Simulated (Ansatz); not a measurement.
Consider the following.

SrCu2Ge2:
```cif
data_Cu2Ge2Sr
_chemical_formula_sum 'Sr1 Cu2 Ge2'
_space_group_name_H-M_alt 'P 1'
_space_group_IT_number 1
_cell_length_a 5.92269
_cell_length_b 5.92269
_cell_length_c 5.92269
_cell_angle_alpha 137.977
_cell_angle_beta 137.977
_cell_angle_gamma 60.938
loop_
_space_group_symop_operation_xyz
  'x, y, z'
loop_
_atom_site_label
_atom_site_type_symbol
_atom_site_fract_x
_atom_site_fract_y
_atom_site_fract_z
_atom_site_occupancy
Sr1 Sr 0.00000 0.00000 0.00000 1
Cu1 Cu 0.25000 0.75000 0.50000 1
Cu2 Cu 0.75000 0.25000 0.50000 1
Ge1 Ge 0.62691 0.62691 0.00000 1
Ge2 Ge 0.37309 0.37309 0.00000 1
```

This is the r²SCAN-relaxed structure.

### Question
All from DFT-r²SCAN in the program Ansatz with PAW potentials, unless another level is named. Give the electronic character.

### Answer
metallic (no gap).

### Question
Predict the formation energy from the elements (no fitted shifts).

### Answer
-0.41 eV/atom.

### Question
What about the density of states at the Fermi level?

### Answer
0.30 states/eV per atom (mean over ±0.08 eV).

Space group I4/mmm. The first step of the workflow began from a Materials Project structure, measured or hypothetical; the Crystallography Open Database copy checked does not list it. Its standing as an ambient phase is unchecked. The cell was relaxed with r²SCAN under the symmetry of its start; its stability against distortions is not shown here. No spin polarisation was allowed. The references are the lowest solids computed at this level, not always the standard phases. Scalar-relativistic: spin–orbit coupling is off unless named, which matters more the heavier the elements.

Potentials: the later of the program's two PAW sets.
